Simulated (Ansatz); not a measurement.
BaTiO3:
```
BaTiO3
1.0
    0.00000     2.85787    -2.87395
    0.00000     2.85787     2.87395
    3.96422     0.00000     0.00000
Ba Ti O
1 1 3
Direct
  0.99503   0.00497   0.00000
  0.47951   0.52049   0.50000
  0.50935   0.97682   0.50000
  0.02318   0.49065   0.50000
  0.51304   0.48696   0.00000
```

Relaxed with r²SCAN.

### Question
Give the optical modes at the zone centre with their infrared activity from DFPT, the program Ansatz at the r²SCAN level (PAW).

### Answer
Transverse frequencies, without the LO–TO term; a row sums one degenerate level.

```tsv
ω (cm⁻¹)	degeneracy	IR ((D/Å)²/amu)	activity	symmetry
75i	1	71.06	IR	B1
168	1	7.38	IR	B2
171	1	4.67	IR	A1
175	1	2.56	IR	B1
279	1	41.05	IR	B2
291	1	10.22	IR	B2
304	1	0.00	IR-inactive	A2
307	1	2.40	IR	A1
326	1	32.47	IR	A1
471	1	2.54	IR	B1
483	1	9.02	IR	B2
544	1	11.28	IR	A1
```

### Question
How high does the top mode go among those that the LO–TO term moves?

### Answer
675 cm⁻¹ for q along x, 719 cm⁻¹ for q along y, 711 cm⁻¹ for q along z.

Space group Amm2. This is a known low-temperature phase of the composition, computed here at zero pressure and temperature. Symmetry was held in the r²SCAN relaxation. At this level the phase is dynamically unstable (imaginary phonons). The run is not spin-polarised. Spin–orbit coupling is left out wherever it is not named.

Potentials: the earlier of the program's two PAW sets.
